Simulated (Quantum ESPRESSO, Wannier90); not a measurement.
## Wannier functions of TlBr (rock salt)

```
begin unit_cell_cart
ang
    0.0000000000    3.3420400000    3.3420400000
    3.3420400000    0.0000000000    3.3420400000
    3.3420400000    3.3420400000    0.0000000000
end unit_cell_cart
begin atoms_frac
Tl   0.0000000000  0.0000000000  0.0000000000
Br   0.5000000000  0.5000000000  0.5000000000
end atoms_frac
```

Materials Project entry mp-568560; symmetrised, unrelaxed at this level. Not found in the COD (Crystallography Open Database) copy used, which has the formula in other groups; not checked further. Computed values, not measurements, from PBEsol: Quantum ESPRESSO (norm-conserving PseudoDojo potentials, cutoff 50 Ry, spinors with spin-orbit coupling) on a Γ-centred 8×8×8 mesh, then Wannier90. Density: 8×8×8 mesh, cold smearing 0.01 Ry.

Bands 15-20 form an isolated set from -3.05 to 0.00 eV relative to the valence-band maximum (on the path) and are turned into 6 Wannier functions by minimising the spread from the start: atomic waves Br 4p.

Where do the functions sit, how wide are they and what are they made of?


```json
[
 {"functions": "6", "spread (Å²)": "4.08", "nearest atom, distance (Å)": "Br 0.00", "second atom, distance (Å)": "Tl 3.34", "weight on atomic waves": "Br 4p 80 %, Tl 6p 11 %, Tl 6s 8 %"}
]
```

Ω_I = 23.72 Å², Ω_total = 24.49 Å²; the interpolated bands follow pw.x to 1.9 meV rms on the path. Only this start was tried; a symmetric start can stop on a saddle, and mixtures of these functions could lower the total by at most Ω_total − Ω_I.
